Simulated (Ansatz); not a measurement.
Total density of states per atom from the program Ansatz at the r²SCAN level (PAW), in 0.25 eV bins, energy from the Fermi level:

```csv
E (eV),states/eV/atom
-7.85,0.00
-7.60,0.00
-7.35,0.04
-7.10,0.07
-6.85,0.14
-6.60,0.18
-6.35,0.23
-6.10,0.28
-5.85,0.34
-5.60,0.22
-5.35,0.27
-5.10,0.37
-4.85,0.48
-4.60,0.43
-4.35,0.41
-4.10,0.57
-3.85,1.03
-3.60,1.03
-3.35,1.45
-3.10,1.60
-2.85,2.17
-2.60,1.88
-2.35,2.12
-2.10,2.32
-1.85,1.40
-1.60,1.45
-1.35,1.96
-1.10,2.84
-0.85,2.46
-0.60,1.17
-0.35,0.51
-0.10,0.63
0.15,0.52
0.40,0.63
0.65,0.60
0.90,0.56
1.15,0.51
1.40,0.39
1.65,0.35
1.90,0.34
2.15,0.32
2.40,0.23
2.65,0.18
2.90,0.24
3.15,0.38
3.40,0.36
3.65,0.46
3.90,0.49
4.15,0.46
4.40,0.48
4.65,0.45
```

Pick the material that matches.
A) YSiNi4, Cmmm (Y on 2a, Si on 2c, Ni on 4i, Ni on 4f)
B) SiC, zinc blende
C) SiC, wurtzite
D) La2CuSi3, P-6m2 (Pearson symbol hP6)

A, YSiNi4, Cmmm (Y on 2a, Si on 2c, Ni on 4i, Ni on 4f). Within 0.5 eV of the Fermi level: Ni 3d 62 %, Y 4d 13 %, Si 3p 10 %, Ni 4s 6 %, outside the projected shells 6 %. Projections are on Löwdin-orthogonalised atomic valence shells; empty p or d shells of many metals are not among them.

The first step of the workflow began from a Materials Project structure, measured or hypothetical; the Crystallography Open Database copy checked does not list it. Its standing as an ambient phase is unchecked. The r²SCAN relaxation kept the symmetry of its start; whether a distortion lowers the energy is not shown. The run is not spin-polarised. Spin–orbit coupling is left out wherever it is not named.

Potentials: the later of the program's two PAW sets.
